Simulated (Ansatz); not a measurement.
Given:

CdSe:
```
CdSe
1.0
    4.34018     0.00000     0.00000
   -2.17009     3.75870     0.00000
    0.00000     0.00000     7.07772
Cd Se
2 2
Direct
  0.66667   0.33333   0.00056
  0.33333   0.66667   0.50056
  0.66667   0.33333   0.62464
  0.33333   0.66667   0.12464
```

This is the r²SCAN-relaxed structure. Tensor components refer to the Cartesian frame of this cell.

### Question
All from the program Ansatz at the r²SCAN level (PAW), unless another level is named. Give the piezoelectric stress constants (proper, relaxed ions, C/m²).

### Answer
e15 = e24 = 0.12, e31 = e32 = 0.15, e33 = -0.26.

### Question
And the bulk modulus (Birch–Murnaghan fit)?

### Answer
51.4 GPa.

Space group P6_3mc (wurtzite). The r²SCAN relaxation kept the symmetry of its start; of distortions, only those at the zone centre were tested.

Potentials: the later of the program's two PAW sets.
